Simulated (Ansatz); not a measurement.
In:
```xyz
1
Lattice="-1.5973 1.5973 2.4991 1.5973 -1.5973 2.4991 1.5973 1.5973 -2.4991" Properties=species:S:1:pos:R:3 pbc="T T T"
In     0.0000     0.0000     0.0000
```

Relaxed with PBEsol. Special points in fractions of this cell's reciprocal vectors: Γ (0.000, 0.000, 0.000); X (0.000, 0.000, 0.500); P (0.250, 0.250, 0.250); N (0.000, 0.500, 0.000); M (0.500, 0.500, -0.500); S (0.352, 0.648, -0.352); S0 (-0.352, 0.352, 0.352); R (-0.204, 0.204, 0.500); G (0.500, 0.500, -0.204).

Task: List the band energies nearest the Fermi level at these points for PBEsol with spin–orbit coupling in the plane-wave PAW code Ansatz.

Result: In eV from the Fermi level; about four levels below and three above (degenerate sets whole), none deeper than 8.9 eV; points with the same levels are listed once.

| k | below | above |
|---|---|---|
| Γ | – | 10.29 10.29 11.16 11.16 |
| X | -1.83 -1.83 -1.30 -1.30 | 3.44 3.44 4.15 4.15 |
| P | -0.91 -0.91 -0.12 -0.12 | 0.19 0.19 1.98 1.98 |
| N | -4.19 -4.19 -3.38 -3.38 | 7.36 7.36 9.76 9.76 |
| M | -3.10 -3.10 -2.82 -2.82 | 4.97 4.97 5.38 5.38 |
| S | -1.19 -1.19 -0.60 -0.60 | 6.78 6.78 9.55 9.55 |
| R | -1.49 -1.49 -0.25 -0.25 | 0.36 0.36 1.44 1.44 |

Space group I4/mmm (body-centred tetragonal). The PBEsol relaxation kept the symmetry of its start.

Potentials: the later of the program's two PAW sets.
